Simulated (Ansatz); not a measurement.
Consider the following.

Li:
```xyz
1
Lattice="0.0000 2.1608 2.1608 2.1608 0.0000 2.1608 2.1608 2.1608 0.0000" Properties=species:S:1:pos:R:3 pbc="T T T"
Li     0.0000     0.0000     0.0000
```

This is the PBEsol-relaxed structure.

Question: All from PBEsol in the plane-wave PAW code Ansatz, unless another level is named. Predict the Hill bulk and shear moduli.

Answer: 13.7 and 5.4 GPa.

Question: What about the elastic constants (relaxed ions, GPa)?

Answer: C11 = 16.2, C12 = 12.4, C44 = 10.6.

Question: And the zero-point energy?

Answer: 41.0 meV/atom.

Space group Fm-3m (fcc (Cu type)). The first step of the workflow began from a Materials Project structure, measured or hypothetical; the Crystallography Open Database files this formula in space group No. 225, but the cells were not matched. It is not the phase usual at ambient conditions (space group No. 229). Symmetry was held in the PBEsol relaxation; phonons on a q-mesh show no instability. As this level gives no gap, shear constants depend on the k-mesh and smearing (Fermi–Dirac, 0.1 eV here).

Potentials: the later of the program's two PAW sets.
